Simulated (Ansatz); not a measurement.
Given:

Ge2Os:
Space group Fddd, origin choice 1 (No. 70); a = 4.583 Å, b = 7.962 Å, c = 9.871 Å, α = 90.00°, β = 90.00°, γ = 90.00°

| atom | site | symmetry | x | y | z |
|---|---|---|---|---|---|
| Ge | 16f | .2. | 0.0000 | 0.3303 | 0.0000 |
| Os | 8a | 222 | 0.0000 | 0.0000 | 0.0000 |
(The calculation used a cell of 6 atoms; values per cell refer to that cell.)

This is the PBEsol-relaxed structure.

### Question
All from plane-wave PAW PBEsol (Ansatz code), unless another level is named. Give the electronic character.

### Answer
metallic (no gap).

### Question
Give the density of states at the Fermi level.

### Answer
0.83 states/eV per atom (mean over ±0.08 eV).

### Question
Give the formation energy from the elements (no fitted shifts).

### Answer
0.36 eV/atom.

A made-up cell: these elements were put on the sites of a structure type; neither database checked (COD, Materials Project) lists it. Its standing as an ambient phase is unchecked. The PBEsol relaxation kept the symmetry of its start; whether a distortion lowers the energy is not shown. No spin polarisation was allowed. The references are the lowest solids computed at this level, not always the standard phases. Spin–orbit coupling is left out wherever it is not named.

Potentials: the earlier of the program's two PAW sets. The files were generated under PBE; for other functionals the program regenerates the frozen cores, and for LDA and PBEsol the local potential too.
